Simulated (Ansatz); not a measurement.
## Elastic constants of ZnS at 22 GPa (stress–strain coefficients): input and output

Computed with DFT LDA, scalar-relativistic, plane waves, PAW in Ansatz.

Launched with:
```bash
ansatz run input.yaml --threads 1 --pin off --max-ram 3072MiB --backend cpu --events-out ev --progress --plain --runs-dir out
```

Input (bare energies are in eV):
```yaml
crystal:
  lattice:
    - [0.0, 2.4998020582, 2.4998020582]
    - [2.4998020582, 0.0, 2.4998020582]
    - [2.4998020582, 2.4998020582, 0.0]
  atoms:
    - { symbol: Zn, position: [0.0, 0.0, 0.0] }
    - { symbol: S, position: [0.75, 0.75, 0.75] }
basis:
  ecutwfc: 420
kpoints:
  mp_grid: { grid: [10, 10, 10] }
hamiltonian:
  xc: lda
scf:
  occupations: { method: fixed }
output:
  forces: true
  stress: true
  eigenvalues: true
  polarization: {}
elastic:
  mode: relaxed_ion
  stencil: two_point
```

From the output:
```
--- Elastic constants: 2 strain directions × 2 members + reference (group order 24) ---
  dense FFT box of the reference and of every strained cell: 24×24×24
  strains applied: 11, 23; error gains: componentwise 1.00 (the most a stress slope's error grows in a printed constant), spectral 1.73 (1 for all six strains in a standard setting)
  C = ∂σ_k/∂η_j (tension-positive GPa; Voigt order 11 22 33 23 13 12):
       196.166    165.726    165.726      0.000     -0.000     -0.000
       165.726    196.166    165.726      0.000     -0.000      0.000
       165.726    165.726    196.166      0.000      0.000     -0.000
        -0.000     -0.000      0.000     43.427     -0.000      0.000
         0.000      0.000      0.000      0.000     43.427      0.000
        -0.000      0.000     -0.000      0.000      0.000     43.427
  reference stress σ⁰ (GPa):    -22.000    -22.000    -22.000     -0.000      0.000      0.000
  C* (energy form; C + prestress term) asymmetry max|C*_kj − C*_jk| = 2.842e-14 GPa — a small one proves nothing (zero by symmetry where the batch's group is 432, −43m or m−3m); a large one is finite-difference/SCF noise where every solve ...
  moduli (Voigt/Reuss/Hill, GPa): K = 175.87/175.87/175.87   G = 32.14/24.94/28.54   E = 81.23   ν = 0.423
  mechanically stable: yes (min eigenvalue of sym C = 30.44 GPa)
  e, the proper piezoelectric tensor (elastic.mode: relaxed_ion; C/m²; rows x y z; Voigt order 11 22 33 23 13 12):
      -0.00000    0.00000    0.00000   -0.52408   -0.00000   -0.00000
      -0.00000   -0.00000    0.00000    0.00000   -0.52408    0.00000
      -0.00000    0.00000   -0.00000   -0.00000    0.00000   -0.52408
  ±, each entry's uncertainty from the finite density of the strings (C/m²), an estimate: the size of the correction for it that the entry includes:
       0.00000    0.00000    0.00000    0.00235    0.00000    0.00000
       0.00000    0.00000    0.00000    0.00000    0.00235    0.00000
       0.00000    0.00000    0.00000    0.00000    0.00000    0.00235
  the group's symmetry takes up to 3.8e-9 C/m² out of the measured responses: error of the strings' finite density and of the mesh across them, as far as it breaks the symmetry (raise kpoints.mp_grid and any string_points); the largest step ...
  strain η (Voigt 11):  stress-route row diagonal C_11 = 196.17 GPa, energy-path curvature d²(F+E_count+ΔE)/dδ²/Ω₀ = 196.40 GPa
         δ    σ_11 (GPa) F (eV) n_scf n_hpsi n_pw
    -2.000e-3     -22.3935       -4117.0840709       9   30417    620   relax 0 steps, max|allowed force component| 4.16e-17 eV/Å
     2.000e-3     -21.6088       -4117.1012394       9   30260    620   relax 0 steps, max|allowed force component| 2.60e-17 eV/Å
  strain η (Voigt 23):  stress-route row diagonal C_44 = 43.43 GPa, energy-path curvature d²(F+E_count+ΔE)/dδ²/Ω₀ = 54.72 GPa
         δ    σ_23 (GPa) F (eV) n_scf n_hpsi n_pw
    -2.000e-3      -0.0868       -4117.0927107       2   21545    620   relax 3 steps, max|allowed force component| 3.36e-7 eV/Å
     2.000e-3       0.0869       -4117.0927107       2   21437    620   relax 3 steps, max|allowed force component| 3.33e-7 eV/Å
--- Formal polarisation (Berry phase): one branch of a lattice of values; only differences between neighbouring runs are physical ---
  axis mesh electronic ionic p = total spread (rad) least overlap resolved gap  δp at fixed H ≤   (phases in cycles; p mod 2; gap in eV; gap and δp judge the states as solved, not the mesh's step, its ...
  b1    10×10×10        0.00000000     4.50000000     4.50000000      0.201640         0.9007        2.9368           2.1e-6
  b2    10×10×10       -0.00000000     4.50000000     4.50000000      0.201640         0.9007        2.9368           2.1e-6
  b3    10×10×10       -0.00000000     4.50000000     4.50000000      0.201640         0.9007        2.9368           2.1e-6
  quantum along a1:   0.22631001 e/Å² =   362.588603 µC/cm²
  quantum along a2:   0.22631001 e/Å² =   362.588603 µC/cm²
  quantum along a3:   0.22631001 e/Å² =   362.588603 µC/cm²
  P = (  0.72011403,   0.72011403,   0.72011403) e/Å² = ( 1153.749869,  1153.749870,  1153.749870) µC/cm²  (mod the quanta)
```

The run took 96 s on 1 thread of Arm Neoverse V1, with other jobs on the host, peak memory 0.45 GiB.

The real crystal has changed phase below this pressure.